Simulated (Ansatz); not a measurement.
Mg2Sn in space group P6_3/mmc (No. 194; Mg on 2a, Mg on 2d, Sn on 2c), a = b = 4.9399 Å, c = 6.1442 Å, α = β = 90.00°, γ = 120.00°.

Relaxed with LDA.

Question: Which orbitals make up the states near the Fermi level in DFT-LDA in the program Ansatz with PAW potentials?

Answer: Within 0.5 eV of the Fermi level: Sn 5p 49 %, Mg 3s 33 %, outside the projected shells 15 %. Projections are on Löwdin-orthogonalised atomic valence shells; empty p or d shells of many metals are not among them.

Question: Tabulate the density of states.

Answer: States/eV per cell of 6 atoms, in 0.25 eV bins, energy from the Fermi level.

| E (eV) | total | Sn 5p | Mg 3s | Sn 5s |
|---|---|---|---|---|
| -7.85 | 1.98 | 0.09 | 0.25 | 1.62 |
| -7.60 | 3.25 | 0.20 | 0.29 | 2.71 |
| -7.35 | 1.49 | 0.08 | 0.10 | 1.29 |
| -7.10 | 0.62 | 0.01 | 0.04 | 0.56 |
| -6.85 | 0.00 | 0.00 | 0.00 | 0.00 |
| -6.60 | 0.00 | 0.00 | 0.00 | 0.00 |
| -6.35 | 0.00 | 0.00 | 0.00 | 0.00 |
| -6.10 | 0.00 | 0.00 | 0.00 | 0.00 |
| -5.85 | 0.00 | 0.00 | 0.00 | 0.00 |
| -5.60 | 0.00 | 0.00 | 0.00 | 0.00 |
| -5.35 | 1.00 | 0.56 | 0.38 | 0.04 |
| -5.10 | 2.33 | 1.29 | 0.83 | 0.18 |
| -4.85 | 2.17 | 1.23 | 0.70 | 0.20 |
| -4.60 | 1.71 | 1.02 | 0.50 | 0.16 |
| -4.35 | 2.00 | 1.25 | 0.52 | 0.19 |
| -4.10 | 2.16 | 1.37 | 0.52 | 0.22 |
| -3.85 | 2.14 | 1.34 | 0.51 | 0.23 |
| -3.60 | 2.21 | 1.40 | 0.49 | 0.23 |
| -3.35 | 2.04 | 1.35 | 0.41 | 0.19 |
| -3.10 | 2.56 | 1.83 | 0.42 | 0.18 |
| -2.85 | 2.32 | 1.72 | 0.33 | 0.14 |
| -2.60 | 2.67 | 2.00 | 0.34 | 0.15 |
| -2.35 | 2.31 | 1.72 | 0.28 | 0.14 |
| -2.10 | 2.25 | 1.66 | 0.27 | 0.13 |
| -1.85 | 1.97 | 1.48 | 0.22 | 0.10 |
| -1.60 | 2.37 | 1.76 | 0.28 | 0.11 |
| -1.35 | 2.38 | 1.71 | 0.32 | 0.10 |
| -1.10 | 2.05 | 1.36 | 0.39 | 0.07 |
| -0.85 | 2.61 | 1.73 | 0.50 | 0.07 |
| -0.60 | 2.63 | 1.74 | 0.50 | 0.06 |
| -0.35 | 2.23 | 1.35 | 0.54 | 0.05 |
| -0.10 | 2.12 | 1.10 | 0.67 | 0.05 |
| 0.15 | 2.00 | 0.88 | 0.75 | 0.06 |
| 0.40 | 2.50 | 0.92 | 0.99 | 0.10 |
| 0.65 | 2.67 | 0.86 | 1.13 | 0.09 |
| 0.90 | 2.50 | 0.77 | 1.08 | 0.09 |
| 1.15 | 3.16 | 0.83 | 1.21 | 0.10 |
| 1.40 | 2.81 | 0.78 | 0.95 | 0.06 |
| 1.65 | 2.96 | 0.67 | 0.91 | 0.06 |
| 1.90 | 2.27 | 0.42 | 0.66 | 0.05 |
| 2.15 | 2.18 | 0.35 | 0.55 | 0.05 |
| 2.40 | 2.57 | 0.36 | 0.54 | 0.05 |
| 2.65 | 2.92 | 0.37 | 0.55 | 0.05 |
| 2.90 | 3.88 | 0.45 | 0.58 | 0.06 |
| 3.15 | 3.32 | 0.42 | 0.50 | 0.04 |
| 3.40 | 3.32 | 0.40 | 0.47 | 0.03 |
| 3.65 | 3.70 | 0.41 | 0.45 | 0.03 |
| 3.90 | 3.15 | 0.34 | 0.34 | 0.03 |
| 4.15 | 2.92 | 0.28 | 0.30 | 0.03 |

The workflow started from a Materials Project entry (that database holds measured and hypothetical structures alike); the Crystallography Open Database copy checked does not list it. COD files the formula under space group No. 225, 227, so this cell is another polymorph or a model. With Mg and Sn taken as one species the cell has the higher symmetry P6/mmm, so it may be an ordered model of a mixed-site phase. Its standing as an ambient phase is unchecked. Symmetry was held in the LDA relaxation; of distortions, only those at the zone centre were tested. Axis ratios of metals converge slowly with the k-mesh, so a and c are less sure than the volume. Spin–orbit coupling is left out wherever it is not named.

Potentials: the later of the program's two PAW sets.
